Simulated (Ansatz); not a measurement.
A plane-wave DFT run in Ansatz 0.2.0 (scalar-relativistic PAW potentials unless the input names others): input and command.

```yaml
crystal:
  lattice:
    - [5.633449171, 0.0, 0.0]
    - [0.0, 5.633449171, 0.0]
    - [0.0, 0.0, 5.633449171]
  atoms:
    - { symbol: Os, position: [0.25, 0.25, 0.25] }
    - { symbol: Os, position: [0.25, 0.75, 0.75] }
    - { symbol: Os, position: [0.75, 0.75, 0.25] }
    - { symbol: Os, position: [0.75, 0.25, 0.75] }
    - { symbol: I, position: [0.0, 0.0, 0.0] }
    - { symbol: I, position: [0.5, 0.5, 0.5] }
basis:
  ecutwfc: "350 eV"
kpoints:
  mp_grid: { grid: [4, 4, 4] }
hamiltonian:
  xc: pbe
scf:
  occupations: { method: gaussian, width: 0.1 }
output:
  forces: true
  eigenvalues: true
  stress: true
```

```bash
ansatz run input.yaml --threads 1 --pin off --max-ram 2560MiB --backend cpu --events-out ev --progress --plain --runs-dir out
```

Abridged log:
```
Warning: basis.ecutwfc = 350 eV is below the records' recommended 420 eV, and the density's cutoff is lower with it unless basis.ecutrho_ratio is high enough to keep the records' density cutoff: compare with a run at a higher cutoff
Basis set: ecut = 350 eV, 2601 PW (Γ), exchange–correlation on 72×72×72 points (8 copies of the dense FFT grid, shifted against one another)
Bands: 59, of which v1, the nominal top of the filled ones, is band 49 counted from 1 (48 counted from 0)
Symmetry: 48 space group operations
k-points: 10 of 64
SCF iter   1: F=—  HF=-60542.422858 eV  |F-HF|=—  |Δ(HF+E_count)|=         —  Δρ=9.59e-3  dr2=7.45e-2  ethr=1.77e-3  ⟨swp⟩=6.9  Hψ=2392  notcnv=0
SCF iter   2: F=—  HF=-60542.438092 eV  |F-HF|=—  |Δ(HF+E_count)|=   1.52e-2  Δρ=5.10e-3  dr2=2.65e-2  ethr=7.61e-5  ⟨swp⟩=2.0  Hψ=993  notcnv=0  defer=15
SCF iter   3: F=—  HF=-60542.431508 eV  |F-HF|=—  |Δ(HF+E_count)|=   6.58e-3  Δρ=1.43e-3  dr2=2.18e-3  ethr=2.70e-5  ⟨swp⟩=2.9  Hψ=1138  notcnv=0  defer=15
SCF iter   4: F=—  HF=-60542.431373 eV  |F-HF|=—  |Δ(HF+E_count)|=   1.35e-4  Δρ=2.39e-4  dr2=1.22e-4  ethr=2.22e-6  ⟨swp⟩=2.9  Hψ=1051  notcnv=0  defer=15
SCF iter   5: F=—  HF=-60542.431388 eV  |F-HF|=—  |Δ(HF+E_count)|=   1.42e-5  Δρ=6.39e-5  dr2=4.34e-6  ethr=1.24e-7  ⟨swp⟩=2.1  Hψ=782  notcnv=0  defer=15
SCF iter   6: F=—  HF=-60542.431467 eV  |F-HF|=—  |Δ(HF+E_count)|=   7.95e-5  Δρ=1.19e-5  dr2=2.55e-7  ethr=4.42e-9  ⟨swp⟩=2.0  Hψ=1068  notcnv=0  defer=15
SCF iter   7: F=-60542.431467 eV  HF=-60542.431467 eV  |F-HF|=3.54e-9  |Δ(HF+E_count)|=   2.34e-7  Δρ=2.78e-6  dr2=1.12e-8  ethr=1.02e-10  ⟨swp⟩=11.2  Hψ=2320  notcnv=0
SCF 1 converged in 7 iterations: F = -60542.431467 eV  dr2 = 1.12e-8
SCF converged after 7 iterations
Free energy (F): -60542.431467 eV
Harris-Foulkes:  -60542.431467 eV  (|F-HF|=3.54e-9)
Internal energy: -60542.361018 eV  (E = F + TS)
E sigma→0 (E₀):  -60542.396243 eV
Entropy (-TS):   -0.070449 eV (-11.742 meV/atom)
Fermi energy:    9.707139 eV
--- Forces (eV/Å), atoms counted from 1 ---
  atom   1  Os     0.00000000     0.00000000     0.00000000
  atom   2  Os     0.00000000     0.00000000     0.00000000
  atom   3  Os     0.00000000     0.00000000     0.00000000
  atom   4  Os     0.00000000     0.00000000     0.00000000
  atom   5  I      0.00000000     0.00000000     0.00000000
  atom   6  I      0.00000000     0.00000000     0.00000000
--- Stress (GPa, compression-positive) ---
        0.141892       0.000000       0.000000
        0.000000       0.141892       0.000000
        0.000000       0.000000       0.141892
  P = ⅓ Tr σ = 0.1419 GPa (1.419 kbar)
```

Apart from outputs, empty bands and the relaxation, which only the reference makes, the input differs from a reference run on usual settings in basis.ecutwfc: 420 → "350 eV"; kpoints.mp_grid.grid: [8, 8, 8] → [4, 4, 4]. The reference, at the same geometry, ended its own course with pressure 0.00 GPa, largest force 0.000 eV/Å, no gap on the mesh. This run converged in 7 SCF iterations with an energy at zero smearing 2.76 meV/atom above the reference's, pressure 0.14 GPa, largest force 0.000 eV/Å, no gap on the mesh. Its k mesh and cutoff are looser than usual, and the result moved.

It took 4.9 s on 1 thread of Arm Neoverse V2, on a shared host, peak memory 0.39 GiB.